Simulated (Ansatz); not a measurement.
Y₃Si₅ in space group P-62m (No. 189; Y on 3f, Si on 2d, Si on 3g) at seven volumes, DFT-PBEsol in the program Ansatz with PAW potentials, shape and atoms relaxed at each. One row is withheld.

| V (Å³/atom) | P (GPa) |
|---|---|
| 17.284 | 10.48 |
| 17.854 | ? |
| 18.424 | 2.89 |
| 18.994 | 0.00 |
| 19.563 | -2.43 |
| 20.133 | -4.29 |
| 20.703 | -5.95 |

**Question.** Fit the shown pressures and predict the withheld one.

**Answer.** Third-order Birch–Murnaghan: P = (3/2)B₀(x^(7/2) − x^(5/2))[1 + (3/4)(B′ − 4)(x − 1)] with x = (V₀/V)^(2/3). Least squares on the six rows gives V₀ = 18.994 Å³/atom, B₀ = 86.65 GPa, B′ = 5.28. At V = 17.854, x = 1.0421 and P = 6.32 GPa. The run itself gave 6.35 GPa.

The start of the workflow was typed in or built on a structure type; neither database checked (COD, Materials Project) lists it. Its standing as an ambient phase is unchecked. The cell was relaxed with PBEsol under the symmetry of its start; whether a distortion lowers the energy is not shown. No spin polarisation was allowed.

Potentials: the earlier of the program's two PAW sets. The files were generated under PBE; for other functionals the program regenerates the frozen cores, and for LDA and PBEsol the local potential too.
